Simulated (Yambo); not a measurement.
G0W0@PBE for GaN (wurtzite, space group P6_3mc, No. 186) in Yambo. Reference settings: 6×6×2 Γ-centred k mesh, bands 9 to 215 and a 15 Ry block in the screening, 215 bands in G with the Bruneval-Gonze terminator, plasmon pole fitted at 27.2 eV. The PBE gap Γ → Γ on this mesh is 1.96 eV; G0W0 gaps are taken between the same points.

With and without the terminator, as bands are cut:

```csv
bands in G (in W),"gap, terminator (eV)","gap, none (eV)","valence shift, terminator (eV)","valence shift, none (eV)"
82 (215),2.967,2.732,-0.665,-0.089
138 (215),2.941,2.811,-0.630,-0.350
215 (215),2.927,2.858,-0.608,-0.475
```

Over this range the gap spans 0.040 eV with the terminator and 0.126 eV without, the valence shift 0.057 eV and 0.386 eV. Neither column has reached its limit for certain.

Spin-orbit coupling is not included.

Geometry relaxed with PBEsol; primitive cell a = 3.1838 Å, b = 3.1838 Å, c = 5.1867 Å, α = 90.00°, β = 90.00°, γ = 120.00°.

A shift is the quasiparticle energy of the state minus its PBE energy.

The potentials are those of PseudoDojo's stringent table.
